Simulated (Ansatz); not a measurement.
**CrNi: what changed settings do**

All trials start from this Ansatz input:

```yaml
crystal:
  lattice:
    - [1.2444927944, 0.7185082499, 4.1478027932]
    - [-1.2444927944, 0.7185082499, 4.1478027932]
    - [0.0, -1.4370164998, 4.1478027932]
  atoms:
    - { symbol: Cr, position: [0.0, 0.0, 0.0], spin: 3.0 }
    - { symbol: Ni, position: [0.5, 0.5, 0.5], spin: 2.0 }
basis:
  ecutwfc: 420
kpoints:
  mp_grid: { grid: [6, 6, 6] }
hamiltonian:
  xc: pbe
scf:
  occupations: { method: gaussian, width: 0.1 }
  lower_state_search: "off"
output:
  forces: true
  stress: true
  eigenvalues: true
  populations: true
magnetization:
  spin_polarized: true
```

Command:

```bash
ansatz run input.yaml --threads 1 --pin off --max-ram 1331MiB --backend cpu --events-out ev --progress --plain --runs-dir out
```

The run converges in 29 SCF iterations on 32 irreducible k-points: pressure 1.67 GPa, no gap, cell moment 0.00 μB. It warns that the starting moments were lost.

These settings were drawn at random to show what each does; none of the numbers is a converged property of the crystal. Each trial's input is given as a difference from the reference's; energies are extrapolated to zero smearing where there is one, and pressure is positive in compression. Charged cells sit in a uniform background, and their pressures hang on that convention.

Trial 1:

```diff
 crystal:
   atoms:
-    - { symbol: Cr, position: [0.0, 0.0, 0.0], spin: 3.0 }
-    - { symbol: Ni, position: [0.5, 0.5, 0.5], spin: 2.0 }
+    - { symbol: Cr, position: [0.0, 0.0, 0.0] }
+    - { symbol: Ni, position: [0.5, 0.5, 0.5] }
 basis:
-  ecutwfc: 420
+  ecutwfc: 350
 scf:
-  lower_state_search: "off"
 output:
-  populations: true
-magnetization:
-  spin_polarized: true
```

What does the program give?

The run converges in 6 SCF iterations on 32 irreducible k-points: energy 18.4 meV per atom above the reference, pressure 1.61 GPa, no gap. It warns that the cutoff lies under the recommended one, 420 eV for these potentials.

Trial 2 (strained):

```diff
 crystal:
   lattice:
-    - [1.2444927944, 0.7185082499, 4.1478027932]
-    - [-1.2444927944, 0.7185082499, 4.1478027932]
-    - [0.0, -1.4370164998, 4.1478027932]
+    - [1.7194487168, 0.680951957, 3.8128351553]
+    - [-1.0346899552, 0.5683770496, 3.6268833675]
+    - [0.2448866511, -1.5291859719, 3.7683378291]
   atoms:
-    - { symbol: Cr, position: [0.0, 0.0, 0.0], spin: 3.0 }
-    - { symbol: Ni, position: [0.5, 0.5, 0.5], spin: 2.0 }
+    - { symbol: Cr, position: [0.0, 0.0, 0.0] }
+    - { symbol: Ni, position: [0.5, 0.5, 0.5] }
 basis:
+  ecutrho_ratio: 2
 kpoints:
-  mp_grid: { grid: [6, 6, 6] }
+  mp_grid: { kspacing: 0.84 }
 hamiltonian:
-  xc: pbe
+  xc: pbesol
 scf:
-  lower_state_search: "off"
+  max_iter: 60
 output:
-  populations: true
-magnetization:
-  spin_polarized: true
```

What does the program give?

The run converges in 7 SCF iterations on 36 irreducible k-points: pressure 4.60 GPa, no gap. It warns that the density cutoff lies under the recommended one.

Trial 3 (origin moved):

```diff
 crystal:
   atoms:
-    - { symbol: Cr, position: [0.0, 0.0, 0.0], spin: 3.0 }
-    - { symbol: Ni, position: [0.5, 0.5, 0.5], spin: 2.0 }
+    - { symbol: Cr, position: [0.65, 0.076, 0.453] }
+    - { symbol: Ni, position: [1.15, 0.576, 0.953] }
 scf:
-  lower_state_search: "off"
 output:
-  populations: true
-magnetization:
-  spin_polarized: true
```

What happens?

The run converges in 7 SCF iterations on 32 irreducible k-points: the reference's energy to 0.01 meV per atom, pressure 1.67 GPa, no gap.

Trial 4:

```diff
 crystal:
   atoms:
-    - { symbol: Cr, position: [0.0, 0.0, 0.0], spin: 3.0 }
-    - { symbol: Ni, position: [0.5, 0.5, 0.5], spin: 2.0 }
+    - { symbol: Cr, position: [0.0, 0.0, 0.0] }
+    - { symbol: Ni, position: [0.5, 0.5, 0.5] }
+total_charge: 1
 kpoints:
-  mp_grid: { grid: [6, 6, 6] }
+  mp_grid: { kspacing: 0.88 }
 scf:
-  occupations: { method: gaussian, width: 0.1 }
-  lower_state_search: "off"
+  occupations: { method: fermi_dirac, width: "100 K" }
+  mixing: { algorithm: msr1, beta: 0.055, ndim: 12 }
+  initial_density: { chi_scale: 0, normalization: atom }
+  max_iter: 85
 output:
-  populations: true
-magnetization:
-  spin_polarized: true
```

What does the program give?

The run converges in 19 SCF iterations on 13 irreducible k-points: pressure 42.18 GPa (with the neutralising background of the charged cell), no gap.

Trial 5:

```diff
 crystal:
   atoms:
-    - { symbol: Cr, position: [0.0, 0.0, 0.0], spin: 3.0 }
-    - { symbol: Ni, position: [0.5, 0.5, 0.5], spin: 2.0 }
+    - { symbol: Cr, position: [0.0, 0.0, 0.0] }
+    - { symbol: Ni, position: [0.5, 0.5, 0.5] }
+total_charge: -0.1
 kpoints:
-  mp_grid: { grid: [6, 6, 6] }
+  mp_grid: { grid: [7, 4, 2] }
 scf:
-  lower_state_search: "off"
 output:
-  populations: true
-magnetization:
-  spin_polarized: true
```

What does the program give?

The run converges in 8 SCF iterations on 30 irreducible k-points: pressure -1.41 GPa (with the neutralising background of the charged cell), no gap. It warns that the mesh lowers the symmetry.

Trial 6:

```diff
 crystal:
   atoms:
-    - { symbol: Cr, position: [0.0, 0.0, 0.0], spin: 3.0 }
-    - { symbol: Ni, position: [0.5, 0.5, 0.5], spin: 2.0 }
+    - { symbol: Cr, position: [0.0, 0.0, 0.0] }
+    - { symbol: Ni, position: [0.5, 0.5, 0.5] }
 scf:
-  occupations: { method: gaussian, width: 0.1 }
-  lower_state_search: "off"
+  occupations: { method: gaussian, width: 0.0018 }
 output:
-  populations: true
-magnetization:
-  spin_polarized: true
```

What does the program give?

The run converges in 9 SCF iterations on 32 irreducible k-points: energy 0.43 meV per atom above the reference, pressure 1.71 GPa, no gap.